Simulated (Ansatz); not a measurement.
Starting cell, HgTe (zinc blende):

```yaml
crystal:
  lattice:
    - [0.00000, 6.65069, 6.65069]
    - [3.32535, 0.00000, 3.32535]
    - [3.32535, 3.32535, 0.00000]
  atoms:
    - { symbol: Te, position: [0.37500, 0.75000, 0.75000] }
    - { symbol: Te, position: [0.87500, 0.75000, 0.75000] }
    - { symbol: Hg, position: [0.00000, 0.00000, 0.00000] }
    - { symbol: Hg, position: [0.50000, 0.00000, 0.00000] }
```

Scan: atom 2 (Te, nearest neighbour Hg at 2.880 Å; its periodic images, 4.7 Å or more away, move with it) is displaced along Cartesian z, direction (0.000, 0.000, 1.000) in Cartesian axes, by s. The other atoms stay.

These are PBE (plane waves to 420 eV, PAW, scalar-relativistic; Ansatz, an electronic-structure program) values and carry that method's errors. k mesh 5×10×10 (Γ-centred), Fermi-Dirac smearing 0.05 eV. E stands for the smeared free energy. With partly filled bands, energies and forces of such displacements shift with the k mesh and the smearing. At this level the bands of HgTe touch or barely overlap. HgTe was relaxed with its symmetry unable to fall. Spin-orbit coupling is left out, though Hg and Te are heavy. The PAW data are Ansatz's earlier set. The relaxed volume of HgTe is well above the measured one; the method has no dispersion term. ΔE is measured from the undisplaced structure. The last digit holds for this mesh only.

```tsv
s (Å)	ΔE (meV/cell)
-0.290	164.3
-0.232	104.9
-0.174	58.9
-0.116	withheld
-0.058	6.5
0.000	0.0
0.058	6.4
0.116	25.5
0.174	56.9
0.232	100.5
0.290	155.9
```

### Question
Fit a polynomial form (powers 2, 3, 4) to the given rows and predict ΔE at s = -0.116.

### Answer
Least squares on the 10 given rows: ΔE = (1917)·s² + (-173.6)·s³ + (-155.7)·s⁴, in meV/cell with s in Å; root-mean-square residual 0.05 meV/cell. At -0.116 the fit gives 26.0 meV/cell; the calculation gives 26.1 meV/cell, so the interpolation is off by -0.1 (-0.4 %). The quadratic term alone would give 25.8 meV/cell.

(A displaced cell: forces are minus the slopes of the energy, force constants its curvatures, and phonons follow from these.)
